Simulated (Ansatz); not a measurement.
Run on Tl (bcc type): DFT, LDA, all-electron LAPW, scalar-relativistic (Ansatz 0.2.0). This run: bcc relaxed.

The cell comes from a relaxation on PAW files under the same functional, begun from a prototype that needn't be the stable phase.

Command: `ansatz run input.yaml --threads 1 --pin off --max-ram 3072MiB --backend cpu --events-out ev --progress --plain --runs-dir out` It took 23 s on 1 thread of Arm Neoverse V1, on a shared host, peak memory 0.35 GiB.

```yaml
crystal:
  lattice:
    - [-1.8961139409, 1.8961139409, 1.8961139409]
    - [1.8961139409, -1.8961139409, 1.8961139409]
    - [1.8961139409, 1.8961139409, -1.8961139409]
  atoms:
    - { symbol: Tl, position: [0.0, 0.0, 0.0] }
kpoints:
  mp_grid: { grid: [15, 15, 15] }
scf:
  occupations: { method: fermi_dirac, width: 0.05 }
hamiltonian:
  xc: lda
  pseudopotentials: { kind: all_electron, lapw: { basis_error: 0.0005 } }
output:
  forces: true
  stress: true
  eigenvalues: true
  populations: true
relax:
  f_tol: 0.005
  max_steps: 25
  cell: {}
```

Output:

```
The last accepted step is kept in <dir> (removed where the run ends without a failure and the disk answers)
Tl: projections on atomic orbitals take those of the free atom 1s2 2s2 2p6 3s2 3p6 3d10 4s2 4p6 4d10 4f14 5s2 5p6 5d10 6s2 6p1, of charge +0.00 (hamiltonian.pseudopotentials.projection_atoms)
LAPW: plane waves up to 7.465 Å⁻¹, error target 5.0e-4 eV per atom; small_component_spin mean_spin; Tl in spheres of 1.593 Å, 35 of its electrons in bands, Dirac shells [] (how accurate: hamiltonian.pseudopotentials.lapw.basis_error, Limitations)
Engine: ansatz 0.2.0
Pseudopotentials: kind: all_electron
Pseudopotential: Tl, LAPW, valence charge 35, lapw/all_electron/scalar/gaussian/Tl, Koelling and Harmon's equation, gaussian nucleus
Functional definition: SPW92
  exchange = slater_x
  correlation = pw_c
Crystal: 1 atoms, lattice volume = 27.268 Å³
Basis set: ecut = 212.29188008610603 eV, 201 PW (Γ), exchange–correlation at level 2
Bands: 22, of which v1, the nominal top of the filled ones, is band 18 counted from 1 (17 counted from 0)
Symmetry: 48 space group operations
Space group: Im-3m (ITA 229), of the structure as read, at distance tolerance 3.0e-5 Å
k-points: 120 of 3375
Non-local potential: Tl, projectors of the file, none
Initial density: superposition of atomic densities (chi_scale 0.1, normalization cell)
Initial wavefunctions: plane waves of lowest kinetic energy (no species holds an atomic orbital)
Functional: x = slater, c = lda
iter 1 solved again at ethr=1.82e-5 eV; its pass at ethr=1.00e-1 eV (dr2=6.36e-3 eV) is discarded
SCF iter   1: F=—  HF=-550478.917516 eV  |F-HF|=—  |Δ(HF+E_count)|=         —  Δρ=5.42e-3  dr2=6.41e-3  ethr=1.82e-5  ⟨swp⟩=3.6  Hψ=17556  notcnv=0
preconditioner: auto → Kerker (q_TF=auto, 2.844 Å⁻¹)  [metal: Δε(μ)=0.022 eV  Ē_g=17.622 eV  σ=0.050 eV  W_gap=0.11  n_scr=12 (ndim 8)  ℏωp=25.6 eV  f_vac=0.001  D(μ)=0.55/eV (n_scr^D=0)]
SCF iter   2: F=—  HF=-550478.883515 eV  |F-HF|=—  |Δ(HF+E_count)|=   3.40e-2  Δρ=2.52e-3  dr2=1.67e-3  ethr=1.82e-5  ⟨swp⟩=2.3  Hψ=7921  notcnv=0
SCF iter   3: F=—  HF=-550478.881453 eV  |F-HF|=—  |Δ(HF+E_count)|=   2.06e-3  Δρ=1.84e-3  dr2=1.01e-3  ethr=4.78e-6  ⟨swp⟩=2.0  Hψ=7739  notcnv=0
SCF iter   4: F=—  HF=-550478.881068 eV  |F-HF|=—  |Δ(HF+E_count)|=   3.85e-4  Δρ=9.80e-4  dr2=3.55e-4  ethr=2.89e-6  ⟨swp⟩=2.0  Hψ=7739  notcnv=0
SCF iter   5: F=—  HF=-550478.881113 eV  |F-HF|=—  |Δ(HF+E_count)|=   4.51e-5  Δρ=4.44e-4  dr2=8.47e-5  ethr=1.01e-6  ⟨swp⟩=2.0  Hψ=7739  notcnv=0
iter 6 solved again at ethr=6.06e-9 eV; its pass at ethr=2.42e-7 eV (dr2=2.12e-6 eV) is discarded
SCF iter   6: F=—  HF=-550478.881129 eV  |F-HF|=—  |Δ(HF+E_count)|=   1.54e-5  Δρ=9.82e-5  dr2=2.12e-6  ethr=6.06e-9  ⟨swp⟩=2.0  Hψ=13090  notcnv=0
SCF iter   7: F=-550478.881129 eV  HF=-550478.881129 eV  |F-HF|=2.35e-8  |Δ(HF+E_count)|=   3.05e-7  Δρ=1.95e-5  dr2=7.79e-8  ethr=6.05e-9  ⟨swp⟩=2.0  Hψ=7739  notcnv=0
SCF 1 converged in 7 iterations: F = -550478.881129 eV  dr2 = 7.79e-8
relax step   1: F+E_penalty+E_count = -550478.88112884 eV  Δ(F+E_penalty+E_count) = +0.000e0 eV  max|allowed force component| = 0.000e0 eV/Å  Δτ_max = 0.0000 Å  P = +0.035 GPa  Ω = 27.268 Å³  (7 SCF iters, accepted)
Initial density: handed on by an earlier stage of this run
Initial wavefunctions: those handed on with the density
iter 1 solved again at ethr=1.66e-10 eV; its pass at ethr=1.00e-1 eV (dr2=5.80e-8 eV) is discarded
SCF iter   1: F=—  HF=-550478.881129 eV  |F-HF|=—  |Δ(HF+E_count)|=         —  Δρ=1.70e-5  dr2=5.90e-8  ethr=1.66e-10  ⟨swp⟩=4.8  Hψ=14229  notcnv=0
preconditioner: auto → Kerker (q_TF=auto, 2.844 Å⁻¹)  [metal: Δε(μ)=0.023 eV  Ē_g=17.925 eV  σ=0.050 eV  W_gap=0.12  n_scr=12 (ndim 8)  ℏωp=25.6 eV  f_vac=0.000  D(μ)=0.56/eV (n_scr^D=0)]
SCF iter   2: F=-550478.881129 eV  HF=-550478.881129 eV  |F-HF|=1.13e-8  |Δ(HF+E_count)|=   1.22e-8  Δρ=1.19e-5  dr2=2.99e-8  ethr=1.66e-10  ⟨swp⟩=2.0  Hψ=7739  notcnv=0
SCF 2 converged in 2 iterations: F = -550478.881129 eV  dr2 = 2.99e-8
relax step   2: F+E_penalty+E_count = -550478.88112884 eV  Δ(F+E_penalty+E_count) = -2.328e-10 eV  max|allowed force component| = 0.000e0 eV/Å  Δτ_max = 0.0000 Å  P = +0.035 GPa  Ω = 27.268 Å³  stress off target by 3.46e-2 GPa  SCF on the basis re-selected at this cell (its energy is not comparable with the rows above)  (2 SCF iters)
basis re-selected at this cell: Δ(F+E_penalty+E_count) = -2.328e-10 eV, ΔP = +0.000 GPa vs the last step (what re-selecting the basis moved, after the strain that the cell walked since its last selection, with what the two solves' SCF thresholds leave and, on support functions, any second-order correction that the steps lacked; it is no measure of the basis error at this ecutwfc). This SCF's stress stands 3.46e-2 GPa from its target on what of the cell is left free (relax.cell.stress_tol is 5.00e-2 GPa) and its largest allowed force component is 0.00e0 eV/Å (relax.f_tol is 5.00e-3 eV/Å): within both
SCF converged after 2 iterations
Free energy (F): -550478.881129 eV
Harris-Foulkes:  -550478.881129 eV  (|F-HF|=1.13e-8)
Internal energy: -550478.876442 eV  (E = F + TS)
E sigma→0 (E₀):  -550478.878786 eV
Entropy (-TS):   -0.004686 eV (-4.686 meV/atom)
Fermi energy:    16.259588 eV
--- Per-component energies (eV) ---
  E_band       = -1787.464495
  E_kinetic    = 632023.486614
  E_xc         = -10057.519664
  E_electrostatic = -1172444.843393  (all electrons and nuclei)
  E_smearing   = -0.004686  (= −TS)
  E_closure    = 0.000000  (closes the sum)
  E_atoms      = -550475.951364  (free atoms, spherical and without spin; not in F)
  Σ components = -550478.881129   (vs F -550478.881129, Δ=0.00e0)
  Basis errors (estimates in eV, not in F): energy 1.2e-4 per atom: plane waves 1.2e-4 (6.5e-5 summed), levels above the bands 4.1e-109, relativity 6.4e-9, radial functions 5.0e-7, core shells 6.0e-8; eigenvalues (radial functions only) 1.8e-5; not estimated: angular momenta, meshes, grids; target (lapw.basis_error) 5.0e-4; muffin-tin radii Tl 1.593 Å
--- Forces (eV/Å), atoms counted from 1 ---
  atom   1  Tl    -0.00000000    -0.00000000     0.00000000
  max |Σ_I F_I| component: 1.29e-31 eV/Å
--- Stress (GPa, compression-positive) ---
        0.034635       0.000000       0.000000
        0.000000       0.034635      -0.000000
        0.000000      -0.000000       0.034635
  P = ⅓ Tr σ = 0.0346 GPa (0.346 kbar)
--- Band table (eV; the first three rows and the last of 120) ---
  k-point 0: bands = ["-110.5718", "-93.9663", "-93.9660", "-93.9660", "-93.9660", "-93.9658", "-93.9658", "-93.9658", "-55.6576", "-55.6576", "-55.6576", "4.5294", "4.5294", "4.5294", "5.0212", "5.0212", "5.7813", "27.4661", "27.4661", "27.4661", "28.6716", "28.6716"]
  k-point 1: bands = ["-110.5718", "-93.9663", "-93.9660", "-93.9660", "-93.9660", "-93.9658", "-93.9658", "-93.9658", "-55.6581", "-55.6578", "-55.6576", "4.5200", "4.5356", "4.5616", "5.0108", "5.0211", "5.8869", "26.3205", "27.0606", "27.2011", "28.3354", "28.6110"]
  k-point 2: bands = ["-110.5718", "-93.9663", "-93.9660", "-93.9660", "-93.9660", "-93.9658", "-93.9658", "-93.9658", "-55.6595", "-55.6584", "-55.6576", "4.4936", "4.5430", "4.6539", "4.9841", "5.0211", "6.2125", "24.0495", "26.1242", "26.4723", "27.8818", "28.4615"]
  k-point 119: bands = ["-110.5713", "-93.9663", "-93.9660", "-93.9660", "-93.9660", "-93.9658", "-93.9658", "-93.9658", "-55.6671", "-55.6671", "-55.6671", "4.2887", "4.2958", "5.2525", "5.2525", "5.2581", "14.5377", "17.6605", "17.6605", "17.6799", "22.9808", "23.2484"]
--- Relaxed structure (1 steps of the walk, 1 accepted, 1 SCFs on fresh bases) ---
  F+E_penalty+E_count = -550478.88112884 eV   max|allowed force component| = 0.000e0 eV/Å   (the final SCF, on the basis selected at the relaxed cell)
  cell:  # Å, volume = 27.2680 Å³
    - [-1.8961139409, 1.8961139409, 1.8961139409]
    - [1.8961139409, -1.8961139409, 1.8961139409]
    - [1.8961139409, 1.8961139409, -1.8961139409]
  atoms:
    - { symbol: Tl, position: [0.0, 0.0, 0.0] }
--- Löwdin populations: 1 site ---
  site symbol       q [e]
     0     Tl     80.9889
  spilling = 0.000137 (of n_electrons = 81.000000)
```

populations.tsv:

```
# site	symbol	l	j	q
# orbitals = lowdin
# n_electrons = 81.000000
# spilling = 0.000137
# projection_atom_Tl: 1s2 2s2 2p6 3s2 3p6 3d10 4s2 4p6 4d10 4f14 5s2 5p6 5d10 6s2 6p1
0	Tl	0_1S	-	1.999999
0	Tl	0_2S	-	1.999987
0	Tl	0_3S	-	1.999855
0	Tl	0_4S	-	1.998618
0	Tl	0_5S	-	1.984144
0	Tl	0_6S	-	1.512817
0	Tl	1_2P	-	6.000000
0	Tl	1_3P	-	5.999996
0	Tl	1_4P	-	5.999882
0	Tl	1_5P	-	5.991164
0	Tl	1_6P	-	1.538405
0	Tl	2_3D	-	9.999998
0	Tl	2_4D	-	9.999984
0	Tl	2_5D	-	9.964075
0	Tl	3_4F	-	13.999986
```

Next run (hcp relaxed), as changes to the input before:

```diff
   lattice:
-    - [-1.8961139409, 1.8961139409, 1.8961139409]
-    - [1.8961139409, -1.8961139409, 1.8961139409]
-    - [1.8961139409, 1.8961139409, -1.8961139409]
+    - [3.3869275415, 0.0, 0.0]
+    - [-1.6934637707, 2.9331652918, 0.0]
+    - [0.0, 0.0, 5.4846573632]
   atoms:
-    - { symbol: Tl, position: [0.0, 0.0, 0.0] }
+    - { symbol: Tl, position: [0.3333333333, 0.6666666667, 0.25] }
+    - { symbol: Tl, position: [0.6666666667, 0.3333333333, 0.75] }
 kpoints:
-  mp_grid: { grid: [15, 15, 15] }
+  mp_grid: { grid: [14, 14, 8] }
 scf:
```

Results part of the output:

```
basis re-selected at this cell: Δ(F+E_penalty+E_count) = -1.630e-9 eV, ΔP = +0.000 GPa vs the last step (what re-selecting the basis moved, after the strain that the cell walked since its last selection, with what the two solves' SCF thresholds leave and, on support functions, any second-order correction that the steps lacked; it is no measure of the basis error at this ecutwfc). This SCF's stress stands 2.17e-2 GPa from its target on what of the cell is left free (relax.cell.stress_tol is 5.00e-2 GPa) and its largest allowed force component is 3.32e-18 eV/Å (relax.f_tol is 5.00e-3 eV/Å): within both
SCF converged after 2 iterations
Free energy (F): -1100957.766671 eV
Harris-Foulkes:  -1100957.766671 eV  (|F-HF|=0.00e0)
Internal energy: -1100957.758560 eV  (E = F + TS)
E sigma→0 (E₀):  -1100957.762615 eV
Entropy (-TS):   -0.008111 eV (-4.055 meV/atom)
Fermi energy:    16.251301 eV
--- Per-component energies (eV) ---
  E_band       = -3573.056159
  E_kinetic    = 1264046.938994
  E_xc         = -20115.049317
  E_electrostatic = -2344889.648236  (all electrons and nuclei)
  E_smearing   = -0.008111  (= −TS)
  E_closure    = 0.000000  (closes the sum)
  E_atoms      = -1100951.902729  (free atoms, spherical and without spin; not in F)
  Σ components = -1100957.766671   (vs F -1100957.766671, Δ=0.00e0)
[... lines left out ...]
  k-point 1: bands = ["-110.5443", "-110.5441", "-93.9386", "-93.9386", "-93.9386", "-93.9386", "-93.9385", "-93.9385", "-93.9385", "-93.9385", "-93.9382", "-93.9382", "-93.9382", "-93.9382", "-93.9381", "-93.9381", "-55.6406", "-55.6330", "-55.6330", "-55.6312", "-55.6312", "-55.6306", "4.3743", "4.6308", "4.6570", "4.6570", "4.7218", "4.7218", "4.8566", "4.8566", "5.1845", "5.1845", "5.8769", "10.2466", "13.9909", "24.6770", "24.6770", "26.0048", "26.6773", "26.6773", "26.7563", "27.4144"]
  k-point 2: bands = ["-110.5443", "-110.5441", "-93.9386", "-93.9386", "-93.9386", "-93.9386", "-93.9385", "-93.9385", "-93.9385", "-93.9385", "-93.9382", "-93.9382", "-93.9382", "-93.9382", "-93.9381", "-93.9381", "-55.6394", "-55.6328", "-55.6328", "-55.6317", "-55.6314", "-55.6314", "4.4099", "4.6135", "4.6363", "4.6363", "4.6971", "4.6971", "4.9236", "4.9236", "5.1635", "5.1635", "6.1497", "9.1456", "15.6079", "23.9034", "24.8789", "24.8789", "26.4173", "26.4173", "26.7668", "27.2813"]
  k-point 119: bands = ["-110.5441", "-110.5441", "-93.9386", "-93.9386", "-93.9386", "-93.9386", "-93.9385", "-93.9385", "-93.9385", "-93.9385", "-93.9382", "-93.9382", "-93.9382", "-93.9382", "-93.9381", "-93.9381", "-55.6397", "-55.6397", "-55.6374", "-55.6374", "-55.6329", "-55.6329", "4.4699", "4.4699", "4.7174", "4.7174", "4.8316", "4.8316", "4.9524", "4.9524", "5.2081", "5.2081", "12.1132", "12.1132", "15.0834", "15.0834", "16.7131", "16.7131", "23.8777", "23.8777", "27.2634", "27.2634"]
--- Relaxed structure (1 steps of the walk, 1 accepted, 1 SCFs on fresh bases) ---
  F+E_penalty+E_count = -1100957.76667057 eV   max|allowed force component| = 3.325e-18 eV/Å   (the final SCF, on the basis selected at the relaxed cell)
  cell:  # Å, volume = 54.4869 Å³
    - [3.3869275415483973, -2.886750283511649e-11, 0.0]
    - [-1.6934637707491986, 2.93316529177252, 0.0]
    - [0.0, 0.0, 5.4846573632]
  atoms:
    - { symbol: Tl, position: [0.3333333333333333, 0.6666666666666666, 0.25000000000000006] }
    - { symbol: Tl, position: [0.6666666666666667, 0.3333333333333333, 0.7500000000000001] }
--- Löwdin populations: 2 sites ---
  site symbol       q [e]
     0     Tl     80.9889
     1     Tl     80.9889
  spilling = 0.000137 (of n_electrons = 162.000000)
```

Next run (sc relaxed), as changes to the input before:

```diff
   lattice:
-    - [3.3869275415, 0.0, 0.0]
-    - [-1.6934637707, 2.9331652918, 0.0]
-    - [0.0, 0.0, 5.4846573632]
+    - [3.0881070506, 0.0, 0.0]
+    - [0.0, 3.0881070506, 0.0]
+    - [0.0, 0.0, 3.0881070506]
   atoms:
-    - { symbol: Tl, position: [0.3333333333, 0.6666666667, 0.25] }
-    - { symbol: Tl, position: [0.6666666667, 0.3333333333, 0.75] }
+    - { symbol: Tl, position: [0.0, 0.0, 0.0] }
 kpoints:
-  mp_grid: { grid: [14, 14, 8] }
+  mp_grid: { grid: [13, 13, 13] }
 scf:
```

Command: `ansatz run input.yaml --threads 1 --pin off --max-ram 3072MiB --backend cpu --events-out ev --progress --plain --runs-dir out` It took 25 s on 1 thread of Arm Neoverse V1 (shared host), peak memory 0.33 GiB.

Results part of the output:

```
basis re-selected at this cell: Δ(F+E_penalty+E_count) = +5.472e-9 eV, ΔP = -0.000 GPa vs the last step (what re-selecting the basis moved, after the strain that the cell walked since its last selection, with what the two solves' SCF thresholds leave and, on support functions, any second-order correction that the steps lacked; it is no measure of the basis error at this ecutwfc). This SCF's stress stands 2.14e-3 GPa from its target on what of the cell is left free (relax.cell.stress_tol is 5.00e-2 GPa) and its largest allowed force component is 0.00e0 eV/Å (relax.f_tol is 5.00e-3 eV/Å): within both
SCF converged after 2 iterations
Free energy (F): -550478.752233 eV
Harris-Foulkes:  -550478.752233 eV  (|F-HF|=1.46e-8)
Internal energy: -550478.745596 eV  (E = F + TS)
E sigma→0 (E₀):  -550478.748915 eV
Entropy (-TS):   -0.006637 eV (-6.637 meV/atom)
Fermi energy:    14.715863 eV
--- Per-component energies (eV) ---
  E_band       = -1845.193356
  E_kinetic    = 632023.113259
  E_xc         = -10057.419195
  E_electrostatic = -1172444.439660  (all electrons and nuclei)
  E_smearing   = -0.006637  (= −TS)
  E_closure    = 0.000000  (closes the sum)
  E_atoms      = -550475.951364  (free atoms, spherical and without spin; not in F)
  Σ components = -550478.752233   (vs F -550478.752233, Δ=0.00e0)
  Basis errors (estimates in eV, not in F): energy 1.5e-4 per atom: plane waves 1.5e-4 (8.5e-5 summed), levels above the bands 7.2e-75, relativity 7.5e-9, radial functions 8.1e-7, core shells 3.9e-7; eigenvalues (radial functions only) 1.5e-6; not estimated: angular momenta, meshes, grids; target (lapw.basis_error) 5.0e-4; muffin-tin radii Tl 1.498 Å
--- Forces (eV/Å), atoms counted from 1 ---
  atom   1  Tl     0.00000000     0.00000000     0.00000000
  max |Σ_I F_I| component: 4.62e-33 eV/Å
--- Stress (GPa, compression-positive) ---
        0.002141       0.000000      -0.000000
        0.000000       0.002141      -0.000000
       -0.000000      -0.000000       0.002141
  P = ⅓ Tr σ = 0.0021 GPa (0.021 kbar)
--- Band table (eV; the first three rows and the last of 84) ---
  k-point 0: bands = ["-112.2319", "-95.6262", "-95.6262", "-95.6262", "-95.6256", "-95.6256", "-95.6256", "-95.6249", "-57.3127", "-57.3127", "-57.3127", "2.3216", "2.3216", "3.5918", "3.5918", "3.5918", "4.4838", "21.8096", "21.8096", "21.8096", "25.1087", "26.6596"]
  k-point 1: bands = ["-112.2319", "-95.6262", "-95.6262", "-95.6262", "-95.6256", "-95.6256", "-95.6256", "-95.6249", "-57.3139", "-57.3127", "-57.3127", "2.3267", "2.3675", "3.5698", "3.5698", "3.5937", "4.5853", "20.6546", "21.9376", "21.9376", "25.5308", "26.6620"]
  k-point 2: bands = ["-112.2318", "-95.6263", "-95.6262", "-95.6262", "-95.6256", "-95.6256", "-95.6256", "-95.6249", "-57.3171", "-57.3124", "-57.3124", "2.3407", "2.4872", "3.5095", "3.5095", "3.5988", "4.9005", "18.6375", "22.3091", "22.3091", "25.8250", "26.6686"]
  k-point 83: bands = ["-112.2306", "-95.6263", "-95.6263", "-95.6263", "-95.6256", "-95.6256", "-95.6256", "-95.6249", "-57.3298", "-57.3298", "-57.3298", "2.7495", "2.7536", "2.7536", "3.9557", "3.9557", "14.0829", "16.7632", "16.7632", "17.1699", "21.5760", "23.1127"]
--- Relaxed structure (2 steps of the walk, 2 accepted, 1 SCFs on fresh bases) ---
  F+E_penalty+E_count = -550478.75223327 eV   max|allowed force component| = 0.000e0 eV/Å   (the final SCF, on the basis selected at the relaxed cell)
  cell:  # Å, volume = 29.4923 Å³
    - [3.0896034405061346, 6.419766481290786e-35, 0.0]
    - [-6.419766481290786e-35, 3.0896034405061346, 6.419766481290786e-35]
    - [0.0, 6.419766481290786e-35, 3.0896034405061346]
  atoms:
    - { symbol: Tl, position: [0.0, 0.0, 0.0] }
--- Löwdin populations: 1 site ---
  site symbol       q [e]
     0     Tl     80.9897
  spilling = 0.000127 (of n_electrons = 81.000000)
```

Spin–orbit coupling is left out, which matters for the heavy atoms.
